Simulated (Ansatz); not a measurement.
The calculation used DFT PBE, scalar-relativistic, plane waves, PAW in Ansatz 0.2.0. All cells share a 420 eV cutoff and Γ-centred k meshes spaced at most about 0.3 Å⁻¹ (about 0.25 or finer for metals, 2π included). No spin polarisation in the final relaxations.

Each of these unrelaxed guesses is relaxed in cell and atoms within its symmetry. A guess keeps its type if space group and coordination stay and the shape of the cell changes little (axis ratios within about 15 %, angles within 6°); the volume may change.

1. SiPbO2

Space group P6_3mc (No. 186). a = 2.612 Å, b = 2.612 Å, c = 10.060 Å, α = 90.00°, β = 90.00°, γ = 120.00°
```csv
atom,site,symmetry,x,y,z
Si,2b,3m.,0.6667,0.3333,0.0881
Pb,2b,3m.,0.6667,0.3333,0.3381
O,2b,3m.,0.3333,0.6667,0.1761
O,2a,3m.,0.0000,0.0000,0.0000
```

2. HfO3

Space group I4/mmm (No. 139). a = 3.428 Å, b = 3.428 Å, c = 6.934 Å, α = 90.00°, β = 90.00°, γ = 90.00°
```json
{"atom": "Hf", "site": "2a", "symmetry": "4/mmm", "x": "0.0000", "y": "0.0000", "z": "0.0000"}
{"atom": "O", "site": "4d", "symmetry": "-4m2", "x": "0.0000", "y": "0.5000", "z": "0.2500"}
{"atom": "O", "site": "2b", "symmetry": "4/mmm", "x": "0.5000", "y": "0.5000", "z": "0.0000"}
```

3. TaInS3

Space group I4/mcm (No. 140). a = 6.675 Å, b = 6.675 Å, c = 9.440 Å, α = 90.00°, β = 90.00°, γ = 90.00°
```
atom  site  symmetry       x       y       z
  Ta    4c     4/m.. 0.0000  0.0000  0.5000
  In    4b      -42m  0.0000  0.5000  0.2500
   S    8h      m.2m  0.2863  0.7863  0.5000
   S    4a       422  0.0000  0.0000  0.7500
```

Question: Which guesses survive the relaxation?

Answer: Guesses 2 and 3 keep their type.

```
guess  kept  start group  end group  V start (Å³/atom)  V end  b/a and c/a, end over start  nearest neighbours start  nearest neighbours end
    1    no       P6_3mc     P6_3mc                7.4   20.0                   1.00, 1.97           O 3, Pb 7, Si 6         O 3, Pb 6, Si 6
    2   yes       I4/mmm     I4/mmm               10.2    9.2                   1.00, 1.11               Hf 12, O 12             Hf 12, O 12
    3   yes       I4/mcm     I4/mcm               21.0   21.8                   1.00, 1.05           In 8, S 2, Ta 6         In 8, S 2, Ta 6
```

Neighbours count within 15 % of an atom's shortest distance; end groups are read at 0.02 Å (0.05 Å in metals).

Weakly bound directions are ill-defined at this level, which has no dispersion term (SiPbO2 P6_3mc). These runs have no spin–orbit coupling, which can matter for Hf, Pb and Ta. Cells relaxed within their symmetry can be saddle points.
